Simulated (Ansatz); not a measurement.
TaSe₂ in space group R3m (No. 160; Ta on 3a, Se on 3a, Se on 3a), plane-wave PAW PBEsol (Ansatz code), all energies at zero smearing, with the estimated change up to a 700 eV cutoff added, with one set of potentials and settings (totals compare only within such a set). Cell of 3 atoms (1 Ta, 2 Se): -20657.428 eV.

| element | reference phase | E (eV/atom) |
|---|---|---|
| Ta | Im-3m, 1 atoms in the cell | -9806.5011 |
| Se | P3_121, 3 atoms in the cell | -5424.2079 |

Formation energy per atom, worked out: (-20657.428 − 1×(-9806.5011) − 2×(-5424.2079))/3 = -0.837 eV/atom (-81 kJ per mol of atoms), at 0 K, without zero-point energy or fitted corrections.

The workflow started from a Materials Project entry (that database holds measured and hypothetical structures alike); the Crystallography Open Database copy checked does not list it. COD files the formula under space group No. 2, 42, 166, 186, 194, so this cell is another polymorph or a model. Whether it is the stable phase at ambient conditions was not checked. Symmetry was held in the PBEsol relaxation; of distortions, only those at the zone centre were tested. The workflow began spin-polarised and lost its moments. The cell computed holds one magnetic atom, so no antiferromagnetic order was within reach. A crystal of weakly bound layers computed without a dispersion correction: the cell and the soft elastic constants depend strongly on that. The references are the lowest solids computed at this level, not always the standard phases. Spin–orbit coupling is left out wherever it is not named.

Potentials: the later of the program's two PAW sets.
